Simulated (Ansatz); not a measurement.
Consider the following.

YSi$_{2}$:
```xyz
3
Lattice="4.0275 0.0000 0.0000 -2.0137 3.4879 0.0000 0.0000 0.0000 3.8755" Properties=species:S:1:pos:R:3 pbc="T T T"
Y      0.0000     0.0000     0.0000
Si     0.0000     2.3253     1.9378
Si     2.0137     1.1626     1.9378
```

This is the LDA-relaxed structure. x, y and z are the axes in which the lattice vectors are written.

Question: All from plane-wave PAW LDA (Ansatz code), unless another level is named. Predict the bulk modulus (Birch–Murnaghan fit).

Answer: 94.5 GPa.

Question: Give the highest zone-centre frequency.

Answer: 432 cm⁻¹.

Question: Predict the elastic constants (relaxed ions, GPa).

Answer: C11 = 124, C12 = 128, C13 = 57.8, C33 = 143, C44 = 58.8.

Space group P6/mmm. Its axis ratio c/a = 0.96 departs by over 6 % from that of the usual cell of this phase: another minimum, or an error of the functional. Symmetry was held in the LDA relaxation. At this level the phase is mechanically unstable. The run is not spin-polarised. As this level gives no gap, shear constants depend on the k-mesh and smearing (Fermi–Dirac, 0.1 eV here). As this level gives no gap, phonon frequencies hold no LO–TO term and depend on the k-mesh and smearing (Fermi–Dirac, 0.1 eV here).

Potentials: the later of the program's two PAW sets.
